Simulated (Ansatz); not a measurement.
# From the elastic tensor of PtSe2 at 35 GPa (stress–strain coefficients) to moduli and sound speeds

Level of theory: DFT LDA, scalar-relativistic, plane waves, PAW in Ansatz. Cutoff 420 eV, 12×12×8 k-points (Γ-centred), Fermi-Dirac smearing of 0.15 eV. No spin polarisation.

It takes space group P-3m1 (No. 164, trigonal). The conventional cell has a = 3.592 Å, b = 3.592 Å, c = 4.118 Å, α = 90.00°, β = 90.00°, γ = 120.00°. Around Pt (site symmetry -3m) lie 6 Se at 2.40 Å. Se (site symmetry 3m) is surrounded by 3 Pt at 2.40 Å and 3 Se at 2.67 Å.

In a metal, frequencies and elastic constants depend on the k mesh and the smearing, soft modes and shear constants most. Spin–orbit coupling is left out, which matters for heavy elements. Other phases may be more stable at this pressure. A semilocal functional can close a gap that the real compound has.

Relaxed-ion constants (GPa, on the Cartesian axes of the calculation):
```
427.6 192.0 224.3 -93.6   0.0   0.0
192.0 427.6 224.3  93.6   0.0   0.0
224.3 224.3 284.9   0.0   0.0   0.0
-93.7  93.7   0.0 184.7   0.0   0.0
  0.0   0.0   0.0   0.0 184.7 -93.7
  0.0   0.0   0.0   0.0 -93.6 117.8
```

Density 12.736 g/cm³; 3 atoms in 46.03 Å³.

The values that follow are for a polycrystal of randomly turned grains, by Hill's mean where one number stands. In a crystal this anisotropic the Voigt and Reuss bounds lie far apart, so Hill's mean and the sound speeds and Debye temperature from it are rough.

| Quantity | Value |
| --- | --- |
| Bulk modulus, Voigt / Reuss / Hill | 269.1 / 259.8 / 264.4 GPa |
| Shear modulus, Voigt / Reuss / Hill | 130.7 / 73.7 / 102.2 GPa |
| Young's modulus | 272 GPa |
| Poisson ratio | 0.329 |
| Pugh ratio B/G | 2.59 |
| Universal anisotropy index | 3.91 |
| Longitudinal and transverse sound speeds | 5609 and 2833 m/s |
| Debye temperature from the mean sound speed | 381 K |

Cost: 1 run of about 6 core-minutes, on AMD EPYC 7R43 (Zen 3) (shared hosts).